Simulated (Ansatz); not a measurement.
LiNbO3 (LiNbO3 type, space group R3c)

```
CELL_PARAMETERS angstrom
      2.59493     1.49819     4.67214
     -2.59493     1.49819     4.67214
      0.00000    -2.99637     4.67214
ATOMIC_POSITIONS crystal
  Li 0.70264 0.70264 0.70264
  Li 0.20264 0.20264 0.20264
  Nb 0.98381 0.98381 0.98381
  Nb 0.48381 0.48381 0.48381
  O  0.62624 0.87386 0.26316
  O  0.87386 0.26316 0.62624
  O  0.26316 0.62624 0.87386
  O  0.76316 0.37386 0.12624
  O  0.37386 0.12624 0.76316
  O  0.12624 0.76316 0.37386
```

These are PBE (plane waves to 420 eV, PAW, scalar-relativistic; Ansatz, a quantum-chemistry and plane-wave program) values and carry that method's errors. Harmonic phonons by density-functional perturbation theory on a 6×6×6 k mesh, in cm⁻¹; i marks imaginary ones, q is in fractions of the reciprocal vectors of the cell shown, and the three acoustic modes at Γ are left out. The non-analytic (LO-TO) term is not included, so polar modes at Γ have their transverse values. LiNbO3 is run without spin polarisation. LiNbO3 was relaxed with its symmetry unable to fall. The PAW data are Ansatz's earlier set.

Q: Does any mode at Γ come out imaginary?

A: No imaginary mode at these points (lowest 143 cm⁻¹ at Γ); other wave vectors were not tested.

Q: Predict the phonon wavenumbers at Γ.

A: 
```csv
q,wavenumbers (cm⁻¹)
Γ,"143 (×2), 204, 218 (×2), 237, 251 (×2), 253, 281, 295 (×2), 322, 324 (×2), 335 (×2), 382, 408 (×2), 433, 558 (×2), 614, 649 (×2), 858"
```
